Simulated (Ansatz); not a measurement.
# Computed energy over volume and axial ratio: GaSb (zinc blende)

GaSb (zinc blende), conventional cell a = b = c = 6.214 Å, α = β = γ = 90.00°. The calculation uses the primitive cell of 2 atoms, to which meshes and values per cell refer.

Grid over V/V₀ and (c/a)/(c/a)₀, subscript 0 meaning the relaxed cell; the conventional c axis lies along z; no internal relaxation.

Computed with PBE (plane waves to 420 eV, PAW, scalar-relativistic; Ansatz, a quantum-chemistry and plane-wave program). k mesh 13×13×13 (Γ-centred), Fermi-Dirac smearing 0.05 eV. E stands for the smeared free energy. Stress and pressure are positive under compression. With partly filled bands, the response to shear is sensitive to the k mesh, so small differences along c/a are uncertain. At this level the bands of GaSb touch or barely overlap; measurements give the solid a gap. GaSb was relaxed with its symmetry unable to fall. Spin-orbit coupling is left out, though Sb is heavy. The PAW data are Ansatz's earlier set. ΔE is measured from the relaxed starting cell.

ΔE (meV/atom), with V/V₀ across and (c/a)/(c/a)₀ down:

```tsv
(c/a)/(c/a)₀ \ V/V₀	0.920	0.960	1.000	1.040	1.080
0.880	64	42	36	43	60
0.940	40	16	9	16	32
1.000	32	7	0	6	23
1.060	41	17	9	16	33
1.120	68	44	37	44	60
```

σzz − σxx (GPa), with V/V₀ across and (c/a)/(c/a)₀ down:

| (c/a)/(c/a)₀ \ V/V₀ | 0.920 | 0.960 | 1.000 | 1.040 | 1.080 |
|---|---|---|---|---|---|
| 0.880 | 4.0 | 4.0 | 4.0 | 4.0 | 3.9 |
| 0.940 | 2.3 | 2.3 | 2.3 | 2.2 | 2.2 |
| 1.000 | 0.0 | 0.0 | 0.0 | 0.0 | 0.0 |
| 1.060 | -2.8 | -2.8 | -2.7 | -2.6 | -2.5 |
| 1.120 | -5.9 | -5.7 | -5.5 | -5.3 | -5.0 |

Key numbers:

| Quantity | Value |
|---|---|
| Lowest place on the grid | V/V₀ = 1.000, (c/a)/(c/a)₀ = 1.000 (0 meV/atom) |
| Highest place on the grid | V/V₀ = 0.920, (c/a)/(c/a)₀ = 1.120 (68 meV/atom) |

(A scan under strain: stresses follow from slopes of the energy per volume, elastic moduli from its curvatures.)
